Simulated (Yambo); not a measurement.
Yambo run on Ba$_{2}$CaMoO$_{6}$ (space group Fm-3m, No. 225). The wavefunctions are norm-conserving PBEsol (Quantum ESPRESSO, 84 Ry, without SOC) ones on a 2×2×2 mesh (40 occupied bands); a = b = c = 6.0109 Å, α = β = γ = 60.00°.

Yambo input:

```
rim_cut
gw0
dyson
el_el_corr
HF_and_locXC
cohsex
em1s
RandQpts= 1000000
RandGvec= 1 Ry
EXXRLvcs= 84 Ry
VXCRLvcs= 336 Ry
Chimod= "HARTREE"
% BndsRnXs
 2 | 296 |
%
NGsBlkXs= 8 Ry
% LongDrXs
 1.0 | 1.0 | 1.0 |
%
ExtendOut
% QPkrange
 1 | 1 | 40 | 40 |
 3 | 3 | 40 | 41 |
%
```

k points by index: 1 = Γ, 3 = X.

Table of the .qp output:

```
#    K-point    Band    Eo [eV]    E [eV]    E-Eo [eV]    Vxc [eV]    Vnlxc [eV]    Sc|Eo [eV]    Re(Z)    Im(Z)
#
    1    40    0.000000    -2.468780    -2.468780    -19.42674    -24.43679    2.541263    1.000000    0.000000
    3    40    -0.045166    -2.497327    -2.452161    -19.29602    -24.28023    2.532051    1.000000    0.000000
    3    41    1.980947    1.683601    -0.297346    -16.78768    -11.42818    -5.656850    1.000000    0.000000
```
(The two width columns are left out.) Convergence of these settings isn't established.

Geometry of the Materials Project entry, not relaxed at this level.
